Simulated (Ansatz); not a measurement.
Relaxed-ion elastic tensor of Li₂S (anti-fluorite, Fm-3m) in GPa (Voigt order), PBEsol (plane waves, PAW; program Ansatz); density 1.69 g/cm³, 15.07 Å³ per atom.

```tsv
	1	2	3	4	5	6
1	85.9	20.2	20.2	0.0	0.0	0.0
2	20.2	85.9	20.2	0.0	0.0	0.0
3	20.2	20.2	85.9	0.0	0.0	0.0
4	0.0	0.0	0.0	34.2	0.0	0.0
5	0.0	0.0	0.0	0.0	34.2	0.0
6	0.0	0.0	0.0	0.0	0.0	34.2
```

Question: Is the crystal mechanically stable?

Answer: Yes: the smallest eigenvalue of C is 34.2 GPa.

Question: Work out the Voigt, Reuss and Hill averages.

Answer: K_V = 42.1, K_R = 42.1, K_H = 42.1; G_V = 33.7, G_R = 33.7, G_H = 33.7 GPa.

Question: Give Young's modulus, Poisson's ratio, Pugh's ratio and the universal anisotropy index.

Answer: E = 9KG/(3K + G) = 79.8 GPa; ν = 0.18; K/G = 1.25 (brittle by the Pugh limit of 1.75); A_U = 5G_V/G_R + K_V/K_R − 6 = 0.00.

Question: Estimate the sound speeds and the Debye temperature.

Answer: v_l = √((K + 4G/3)/ρ) = 7180 m/s, v_t = √(G/ρ) = 4470 m/s, mean 4920 m/s; Θ = (h/k)(3n/4πV)^(1/3) v_m = 593 K.

Question: Give the Zener ratio and Young's modulus along [100], [110] and [111].

Answer: A = 2C44/(C11 − C12) = 1.04; 1/E = S11 − 2(S11 − S12 − S44/2)Γ with Γ = 0, 1/4, 1/3 gives 78.2, 80.1, 80.8 GPa.

Question: Solve the Christoffel equation for the three sound speeds along [100], [110], [111].

Answer: Eigenvalues of C_ijkl n_j n_l equal ρv². In km/s, slowest first: [100] 4.50, 4.50, 7.13; [110] 4.41, 4.50, 7.19; [111] 4.44, 4.44, 7.21.

Symmetry was held in the PBEsol relaxation; of distortions, only those at the zone centre were tested.

Potentials: the later of the program's two PAW sets.
